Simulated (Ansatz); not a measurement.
**BaAlGe: how the plane-wave cutoff moves the results**

The calculation used Ansatz, DFT PBEsol, scalar-relativistic, plane waves, PAW.

```cif
data_structure
_symmetry_space_group_name_H-M 'P 1'
_symmetry_Int_Tables_number 1
_cell_length_a 4.3566
_cell_length_b 4.3564
_cell_length_c 5.1908
_cell_angle_alpha 91.148
_cell_angle_beta 89.771
_cell_angle_gamma 120.232
_cell_volume 85.10
loop_
_atom_site_label
_atom_site_type_symbol
_atom_site_fract_x
_atom_site_fract_y
_atom_site_fract_z
_atom_site_occupancy
Ba1 Ba 0.01943 0.02769 0.98502 1
Al1 Al 0.68982 0.33794 0.51520 1
Ge1 Ge 0.35741 0.69601 0.54414 1
```

```
Γ-centred k-mesh               : 8×8×6
occupation rule                : Gaussian smearing, 0.1 eV
spin treatment                 : unpolarised
valence charge of the PAW sets : Ba 10, Al 3, Ge 14
```

The atoms stay fixed while the plane-wave cutoff is varied. ΔE is the energy extrapolated to zero smearing, less that of the reference run (600 eV). The cell was strained and its atoms displaced at random, so that forces don't vanish. Spin–orbit coupling is left out. Pressure is positive in compression and holds a correction for the finite cutoff (Pulay stress).

Q: One run gave ΔE = 3084 meV/atom and P = 0.45 GPa. Which plane-wave cutoff did it use, of 200, 250, 300, 350, 420?

A: 200 eV. All runs:

| cutoff (eV) | ΔE (meV/atom) | P (GPa) | largest change of a force component (eV/Å) | plane waves at Γ |
| --- | --- | --- | --- | --- |
| 200 | 3084 | 0.45 | 0.072 | 527 |
| 250 | 482 | -0.34 | 0.009 | 779 |
| 300 | 60.3 | -0.43 | 0.007 | 999 |
| 350 | 6.00 | -0.51 | 0.001 | 1283 |
| 420 | 0.54 | -0.53 | 0.000 | 1687 |
| 600 | 0.00 | -0.53 | 0.000 | 2843 |